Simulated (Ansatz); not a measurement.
The end point of a relaxation of CaGeO3. Space group Pnma (No. 62), AFLOW prototype AB3C_oP20_62_c_cd_a (as in CaTiO3). Method: r2SCAN (plane waves to 500 eV, PAW, scalar-relativistic; Ansatz, a quantum-chemistry and plane-wave program).

```cif
data_Ca4Ge4O12
_chemical_formula_sum 'Ca4 Ge4 O12'
_space_group_name_H-M_alt 'Pnma'
_space_group_IT_number 62
_space_group_name_Hall '-P 2ac 2n'
_cell_length_a 5.28547
_cell_length_b 7.44850
_cell_length_c 5.26102
_cell_angle_alpha 90.000
_cell_angle_beta 90.000
_cell_angle_gamma 90.000
loop_
_space_group_symop_operation_xyz
  'x, y, z'
  '-x, -y, -z'
  '-x+1/2, -y, z+1/2'
  'x+1/2, y, -z+1/2'
  'x+1/2, -y+1/2, -z+1/2'
  '-x+1/2, y+1/2, z+1/2'
  '-x, y+1/2, -z'
  'x, -y+1/2, z'
loop_
_atom_site_label
_atom_site_type_symbol
_atom_site_symmetry_multiplicity
_atom_site_Wyckoff_symbol
_atom_site_fract_x
_atom_site_fract_y
_atom_site_fract_z
_atom_site_occupancy
Ca1 Ca 4 c 0.03499 0.75000 0.49304 1
Ge1 Ge 4 a 0.00000 0.00000 0.00000 1
O1 O 4 c 0.01176 0.25000 0.06761 1
O2 O 8 d 0.21455 0.03515 0.71369 1
```

- Volume per atom = 10.36 Å³
- Band gap = 2.88 eV, indirect (valence top at U, conduction bottom at Γ) (no spin-orbit coupling)
- Smallest direct gap = 2.96 eV at Γ
- Shortest distances = Ge–O 1.90 Å; Ca–O 2.32 Å; O–O 2.67 Å; Ca–Ge 3.08 Å
- k-mesh = 5×4×5

Band energies at high-symmetry points (eV from the VBM; labels of this space group; no spin-orbit coupling), from −5 eV up to 7.9 eV:

```
point                                                                                                                                                                                                                       energies
-----  -----------------------------------------------------------------------------------------------------------------------------------------------------------------------------------------------------------------------------
Γ                               -4.01 -3.30 -3.27 -3.26 -2.83 -2.56 -1.96 -1.79 -1.71 -1.65 -1.55 -1.47 -1.33 -1.29 -1.27 -1.20 -1.08 -1.04 -0.96 -0.95 -0.94 -0.56 -0.48 -0.44 -0.21 -0.14 -0.08 2.88 6.01 7.19 7.28 7.29 7.34 7.38
X                            -4.26 -4.26 -3.75 -3.75 -3.39 -3.39 -3.06 -3.06 -3.05 -3.05 -2.49 -2.49 -2.01 -2.01 -1.84 -1.84 -1.36 -1.36 -1.21 -1.21 -0.93 -0.93 -0.73 -0.73 -0.65 -0.65 -0.62 -0.62 -0.38 -0.38 5.15 5.15 7.23 7.23
S                -4.17 -4.17 -4.17 -4.17 -3.93 -3.93 -3.93 -3.93 -2.97 -2.97 -2.97 -2.97 -2.26 -2.26 -2.26 -2.26 -2.14 -2.14 -2.14 -2.14 -0.78 -0.78 -0.78 -0.78 -0.59 -0.59 -0.59 -0.59 -0.46 -0.46 -0.46 -0.46 5.83 5.83 5.83 5.83
Y                              -3.65 -3.65 -3.12 -3.12 -2.92 -2.92 -2.86 -2.86 -1.93 -1.93 -1.76 -1.76 -1.45 -1.45 -1.19 -1.19 -1.11 -1.11 -0.85 -0.85 -0.76 -0.76 -0.61 -0.61 -0.46 -0.46 -0.18 -0.18 4.08 4.08 7.56 7.56 7.62 7.62
Z                  -4.33 -4.33 -3.77 -3.77 -3.48 -3.48 -2.94 -2.94 -2.87 -2.87 -2.70 -2.70 -1.88 -1.88 -1.88 -1.88 -1.37 -1.37 -1.14 -1.14 -0.91 -0.91 -0.74 -0.74 -0.54 -0.54 -0.43 -0.43 -0.30 -0.30 4.97 4.97 7.24 7.24 7.80 7.80
U                                                                -3.98 -3.98 -2.97 -2.97 -2.33 -2.33 -2.01 -2.01 -1.89 -1.89 -1.78 -1.78 -1.44 -1.44 -1.42 -1.42 -1.28 -1.28 -1.10 -1.10 -0.92 -0.92 -0.89 -0.89 0.00 0.00 5.98 5.98
R                                        -3.58 -3.58 -3.58 -3.58 -3.25 -3.25 -3.25 -3.25 -2.16 -2.16 -2.16 -2.16 -1.53 -1.53 -1.53 -1.53 -1.23 -1.23 -1.23 -1.23 -1.06 -1.06 -1.06 -1.06 -0.42 -0.42 -0.42 -0.42 6.70 6.70 6.70 6.70
T      -4.29 -4.29 -4.03 -4.03 -4.01 -4.01 -3.87 -3.87 -3.04 -3.04 -3.03 -3.03 -2.42 -2.42 -2.27 -2.27 -2.14 -2.14 -2.02 -2.02 -0.65 -0.65 -0.61 -0.61 -0.56 -0.56 -0.48 -0.48 -0.42 -0.42 -0.34 -0.34 5.68 5.68 5.71 5.71 7.75 7.75
```

No spin polarisation in the result.

The run could not lose the symmetry of its start.

The first start was generated by placing the elements on the sites of a structure type. A measured structure of CaGeO3 has the same space group, Pnma (No. 62); the sites were not compared with it.
